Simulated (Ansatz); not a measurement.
Name crystals whose computed values (the program Ansatz at the r²SCAN level (PAW)) fall in these windows: HSE06 gap (eV) 4.7 to 6.1; electron conductivity mass (mₑ) 0.33 to 0.39.



```tsv
crystal	HSE06 gap (eV)	electron conductivity mass (mₑ)
MgO, wurtzite	5.16	0.36
AlN, P4_2/mnm (Al on 4g, N on 4f)	5.20	0.34
MgO, P4_2/mnm (Mg on 4g, O on 4f)	5.12	0.38
Al2O3, R3m (Pearson symbol hR5)	6.04	0.38
KI, rock salt	4.94	0.34
```
Others may fit too.

Typed or built starts, not in the databases checked: AlN, P4_2/mnm (Al on 4g, N on 4f); MgO, P4_2/mnm (Mg on 4g, O on 4f). Not the usual ambient phase: MgO, wurtzite; AlN, P4_2/mnm (Al on 4g, N on 4f); MgO, P4_2/mnm (Mg on 4g, O on 4f); Al2O3, R3m (Pearson symbol hR5). All cells were relaxed under the symmetry of their starts (and spin orders); stability against distortions was not tested throughout. Spin–orbit coupling is left out wherever it is not named.

Potentials: the later of the program's two PAW sets.
